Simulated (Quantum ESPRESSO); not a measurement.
**Band energies of CoSi2**

```xyz
3
Lattice="0.0000 2.6564 2.6564 2.6564 0.0000 2.6564 2.6564 2.6564 0.0000" Properties=species:S:1:pos:R:3 pbc="T T T"
Si     3.9846     3.9846     3.9846
Si     1.3282     1.3282     1.3282
Co     0.0000     0.0000     0.0000
```

norm-conserving PBEsol (Quantum ESPRESSO, 96 Ry, scalar-relativistic); path ΓXWKΓLUWLK,UX; energies in eV from the Fermi level.

```csv
k (1/Å),point,band 8,band 9,band 10,band 11,band 12,band 13,band 14,band 15
0.00,Γ,-4.22,-1.98,-1.98,0.99,3.42,3.42,3.42,3.52
0.32,,-4.19,-2.36,-1.88,1.16,1.16,1.29,2.00,3.92
0.65,,-4.08,-3.78,-1.64,-0.61,-0.61,-0.61,1.56,3.13
0.97,,-3.84,-3.84,-1.81,-1.78,-1.78,-1.42,1.66,2.92
1.18,X,-3.74,-3.74,-2.06,-2.06,-2.00,-1.37,1.68,2.90
1.30,,-3.99,-3.61,-2.06,-2.06,-1.83,-1.34,1.75,3.03
1.66,,-5.67,-2.63,-2.24,-2.05,-1.51,-0.75,2.96,4.67
1.77,W,-6.12,-2.39,-2.39,-2.05,-1.50,-0.69,3.74,3.74
2.05,,-4.65,-3.04,-2.33,-1.89,-1.37,-0.87,2.29,5.07
2.19,K,-3.97,-3.52,-2.34,-1.86,-1.27,-0.99,2.04,4.98
2.40,,-3.49,-3.27,-2.68,-1.58,-1.33,-0.48,2.22,4.93
2.71,,-3.32,-2.81,-2.16,-1.71,-0.85,0.78,2.79,4.04
3.03,,-3.89,-2.33,-1.96,-0.04,0.32,2.49,2.59,3.66
3.34,,-4.19,-2.01,-1.98,1.03,2.60,2.71,3.41,3.53
3.45,Γ,-4.22,-1.98,-1.98,0.99,3.42,3.42,3.42,3.52
3.65,,-4.16,-2.03,-2.03,0.96,1.89,2.56,2.56,4.41
3.96,,-3.93,-2.13,-2.13,-0.92,1.20,1.20,2.41,4.00
4.27,,-3.75,-2.06,-1.90,-1.90,-0.08,-0.08,2.73,3.57
4.47,L,-3.72,-2.27,-1.70,-1.70,-0.49,-0.49,2.71,3.50
4.57,,-3.71,-2.36,-1.74,-1.73,-0.57,-0.51,2.55,3.59
4.88,,-3.56,-3.39,-2.17,-1.81,-1.00,-0.68,2.19,4.64
5.19,U,-3.97,-3.52,-2.34,-1.86,-1.27,-0.99,2.04,4.98
5.51,,-5.73,-2.55,-2.33,-2.01,-1.48,-0.71,3.16,4.32
5.61,W,-6.12,-2.39,-2.39,-2.05,-1.50,-0.69,3.74,3.74
5.80,,-5.65,-2.65,-2.34,-1.93,-1.38,-0.68,3.35,3.74
6.08,,-4.04,-3.04,-2.06,-1.84,-0.98,-0.60,2.54,3.74
6.36,,-3.71,-2.34,-1.73,-1.73,-0.56,-0.50,2.57,3.56
6.45,L,-3.72,-2.27,-1.70,-1.70,-0.49,-0.49,2.71,3.50
6.61,,-3.69,-2.50,-1.80,-1.77,-0.65,-0.52,2.44,3.70
6.85,,-3.56,-3.36,-2.15,-1.81,-0.98,-0.67,2.20,4.59
7.09,,-3.89,-3.49,-2.37,-1.82,-1.23,-0.90,2.08,5.47
7.17,K,-3.97,-3.52,-2.34,-1.86,-1.27,-0.99,2.04,4.98
7.17,U,-3.97,-3.52,-2.34,-1.86,-1.27,-0.99,2.04,4.98
7.28,,-4.06,-3.61,-2.22,-1.95,-1.37,-1.16,1.95,4.03
7.59,X,-3.74,-3.74,-2.06,-2.06,-2.00,-1.37,1.68,2.90
```

A metal at this level: along this path bands 11, 12, 13 cross the Fermi level.

Geometry of the Materials Project entry, not relaxed at this level.

The runs are not spin-polarised; magnetic order was not tried.
